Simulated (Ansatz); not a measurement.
**Structures of RbOs3: which is lowest?**

Plane-wave DFT in Ansatz with scalar-relativistic PAW potentials, cutoff 420 eV, Γ-centred meshes chosen by cell and gap, Gaussian smearing with energies taken to zero width. Every cell was relaxed (cell and atoms) in a run of its own, within the symmetry of its start. Functional: PBE.

Relaxed structures (starts from databases or built by putting these elements on another compound's sites):
A. I4/mmm, 4 atoms in the computed cell, a = 4.468 Å, c = 6.834 Å; sites (symmetry × multiplicity) Rb 4/mmm × 2, Os -4m2 × 4 + 4/mmm × 2; start: built
B. Pm-3m, 4 atoms in the computed cell, a = 4.140 Å; sites (symmetry × multiplicity) Rb m-3m × 1, Os 4/mm.m × 3; start: built

Problem. Rank them by energy. Could pressure change the order?

Solution.
```tsv
structure	group	E − E(lowest) (meV/atom)	V (Å³/atom)	gap on mesh (eV)
A	I4/mmm	0.0	17.05	0.00
B	Pm-3m	407	17.74	0.00
```

A is lowest, 407 meV/atom under B. The lowest is also the densest of these, so pressure wouldn't bring one of the others in at first order. Other structures may lie lower than all of these, and vibrations aren't counted.

Spin-orbit coupling is left out, which matters for the bands of heavy elements.